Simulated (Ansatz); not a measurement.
Relaxed-ion elastic tensor of SrNbO3 (cubic perovskite, Pm-3m) in GPa (Voigt order), PBEsol (plane waves, PAW; program Ansatz); density 5.85 g/cm³, 12.97 Å³ per atom.

|  | 1 | 2 | 3 | 4 | 5 | 6 |
|---|---|---|---|---|---|---|
| 1 | 381 | 93.2 | 93.2 | 0.0 | 0.0 | 0.0 |
| 2 | 93.2 | 381 | 93.2 | 0.0 | 0.0 | 0.0 |
| 3 | 93.2 | 93.2 | 381 | 0.0 | 0.0 | 0.0 |
| 4 | 0.0 | 0.0 | 0.0 | 60.9 | 0.0 | 0.0 |
| 5 | 0.0 | 0.0 | 0.0 | 0.0 | 60.9 | 0.0 |
| 6 | 0.0 | 0.0 | 0.0 | 0.0 | 0.0 | 60.9 |

Is the crystal mechanically stable?

Yes: the smallest eigenvalue of C is 60.9 GPa.

Work out the Voigt, Reuss and Hill averages.

K_V = 189, K_R = 189, K_H = 189; G_V = 94.1, G_R = 79.2, G_H = 86.6 GPa.

Give Young's modulus, Poisson's ratio, Pugh's ratio and the universal anisotropy index.

E = 9KG/(3K + G) = 225 GPa; ν = 0.30; K/G = 2.18 (ductile by the Pugh limit of 1.75); A_U = 5G_V/G_R + K_V/K_R − 6 = 0.94.

Estimate the sound speeds and the Debye temperature.

v_l = √((K + 4G/3)/ρ) = 7220 m/s, v_t = √(G/ρ) = 3850 m/s, mean 4300 m/s; Θ = (h/k)(3n/4πV)^(1/3) v_m = 545 K.

Give the Zener ratio and Young's modulus along [100], [110] and [111].

A = 2C44/(C11 − C12) = 0.42; 1/E = S11 − 2(S11 − S12 − S44/2)Γ with Γ = 0, 1/4, 1/3 gives 344, 190, 165 GPa.

Solve the Christoffel equation for the three sound speeds along [100], [110], [111].

Eigenvalues of C_ijkl n_j n_l equal ρv². In km/s, slowest first: [100] 3.23, 3.23, 8.07; [110] 3.23, 4.96, 7.14; [111] 4.46, 4.46, 6.80.

The workflow started from a Materials Project entry (that database holds measured and hypothetical structures alike); the Crystallography Open Database copy checked does not list it. COD files the formula under space group No. 62. Whether it is the stable phase at ambient conditions was not checked. The cell was relaxed with PBEsol under the symmetry of its start; its stability against distortions is not shown here. No spin polarisation was allowed. With an odd number of electrons in the cell and no spin polarisation, the count alone makes it a metal. As this level gives no gap, shear constants depend on the k-mesh and smearing (Fermi–Dirac, 0.1 eV here).

Potentials: the later of the program's two PAW sets.
